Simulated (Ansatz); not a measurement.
According to DFT-PBE in the program Ansatz with PAW potentials, W in the trigonal phase (R-3m; Pearson symbol hR13) relaxes to a = 5.186 Å, c = 28.001 Å.

Electronic character: metallic (no gap).

The start of the workflow was typed in or built on a structure type; neither database checked (COD, Materials Project) lists it. It is not the phase usual at ambient conditions (space group No. 229). Symmetry was held in the PBE relaxation; its stability against distortions is not shown here. The run is not spin-polarised. Axis ratios of metals converge slowly with the k-mesh, so a and c are less sure than the volume. Scalar-relativistic: spin–orbit coupling is off unless named, which matters more the heavier the elements.

Potentials: the later of the program's two PAW sets.
